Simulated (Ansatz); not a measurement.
BP:
```
BP
1.0
    2.71062     0.00000     0.00000
    0.00000     2.71062     0.00000
    0.00000     0.00000     2.71062
B P
1 1
Direct
  0.00000   0.00000   0.00000
  0.50000   0.50000   0.50000
```

This is the r²SCAN-relaxed structure.

Q: All from plane-wave PAW r²SCAN (Ansatz code), unless another level is named. Give the bulk modulus (Birch–Murnaghan fit).

A: 124 GPa.

Q: Predict the elastic constants (relaxed ions, GPa).

A: C11 = 107, C12 = 132, C44 = -46.4.

Space group Pm-3m (CsCl type). The cell is a constructed one: a structure type filled with these elements; neither database checked (COD, Materials Project) lists it. It is not the phase usual at ambient conditions (space group No. 216). The r²SCAN relaxation kept the symmetry of its start. At this level the phase is mechanically unstable. As this level gives no gap, shear constants depend on the k-mesh and smearing (Fermi–Dirac, 0.1 eV here). On the denser mesh and wider smearing of the elastic run this cell carries a stress of 0.3 GPa.

Potentials: the later of the program's two PAW sets.
